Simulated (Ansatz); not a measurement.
ZrSi$_{2}$:
```yaml
crystal:
  lattice:
    - [1.85312, -7.40081, 0.00000]
    - [1.85312, 7.40081, 0.00000]
    - [0.00000, 0.00000, 3.67683]
  atoms:
    - { symbol: Zr, position: [0.89458, 0.10542, 0.25000] }
    - { symbol: Zr, position: [0.10542, 0.89458, 0.75000] }
    - { symbol: Si, position: [0.44691, 0.55309, 0.75000] }
    - { symbol: Si, position: [0.55309, 0.44691, 0.25000] }
    - { symbol: Si, position: [0.25026, 0.74974, 0.25000] }
    - { symbol: Si, position: [0.74974, 0.25026, 0.75000] }
```

Relaxed with PBE. Special points in fractions of this cell's reciprocal vectors: Γ (0.000, 0.000, 0.000); Y (-0.500, 0.500, 0.000); C0 (-0.266, 0.734, 0.000); Σ0 (0.266, 0.266, 0.000); Z (0.000, 0.000, 0.500); A0 (0.266, 0.266, 0.500); E0 (-0.266, 0.734, 0.500); T (-0.500, 0.500, 0.500); S (0.000, 0.500, 0.000); R (0.000, 0.500, 0.500).

Q: List the band energies nearest the Fermi level at these points for PBE (plane waves, PAW; program Ansatz).

A: In eV from the Fermi level; about four levels below and three above (degenerate sets whole), none deeper than 8.9 eV; points with the same levels are listed once.

```
k                     below                above
--  -----------------------  -------------------
Γ   -2.38 -2.35 -2.29 -0.08       1.13 1.39 1.41
Y   -2.65 -2.61 -1.89 -1.47       0.31 1.04 1.13
C0  -1.48 -0.92 -0.60 -0.13       0.94 1.06 1.59
Z   -1.88 -1.88 -0.07 -0.07  0.09 0.09 1.57 1.57
A0  -3.24 -3.24 -2.14 -2.14  2.05 2.05 2.94 2.94
T   -2.18 -2.18 -0.89 -0.89  0.05 0.05 2.28 2.28
S   -1.46 -0.85 -0.43 -0.42       0.91 0.93 2.09
R   -3.24 -3.24 -2.12 -2.12  2.12 2.12 3.09 3.09
```

Space group Cmcm. Symmetry was held in the PBE relaxation. No spin polarisation was allowed. Spin–orbit coupling is left out wherever it is not named.

Potentials: the earlier of the program's two PAW sets.
